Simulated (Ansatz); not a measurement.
Relaxed Bi₂Se₃ (Bi2Te3 type, space group R-3m):

```
CELL_PARAMETERS angstrom
      2.07230     1.19644     9.75526
     -2.07230     1.19644     9.75526
      0.00000    -2.39289     9.75526
ATOMIC_POSITIONS crystal
  Bi 0.39938 0.39938 0.39938
  Bi 0.60062 0.60062 0.60062
  Se 0.00000 0.00000 0.00000
  Se 0.21420 0.21420 0.21420
  Se 0.78580 0.78580 0.78580
```

In this cell atom 4 (Se, nearest neighbour Bi at 2.853 Å; its periodic images, 4.1 Å or more away, move with it) is moved by s along Cartesian z, unit vector (0.000, 0.000, 1.000); all other atoms and the cell stay fixed.

All values below come from r2SCAN+rVV10 (plane waves to 500 eV, PAW, scalar-relativistic; Ansatz, an electronic-structure program). k mesh 8×8×8 (Γ-centred), Fermi-Dirac smearing 0.05 eV. The energy includes the smearing's −TS. Bi2Se3 was relaxed with its symmetry unable to fall. Spin-orbit coupling is left out, though Bi is heavy. ΔE is measured from the undisplaced structure.

```
s (Å)   ΔE (meV/cell)
------  -------------
-0.290          264.7
-0.232          172.3
-0.174           98.3
-0.116           44.1
-0.058           11.0
0.000             0.0
0.058        withheld
0.116            45.9
0.174           103.2
0.232           182.9
0.290           284.6
```

Fit a polynomial form (powers 2, 3, 4) to the given rows and predict ΔE at s = 0.058.

Least squares on the 10 given rows: ΔE = (3361)·s² + (413.8)·s³ + (-1127)·s⁴, in meV/cell with s in Å; root-mean-square residual 0.20 meV/cell. At 0.058 the fit gives 11.4 meV/cell; the calculation gives 11.5 meV/cell, so the interpolation is off by -0.1 (-0.9 %). The quadratic term alone would give 11.3 meV/cell.

(A displaced cell: forces are minus the slopes of the energy, force constants its curvatures, and phonons follow from these.)
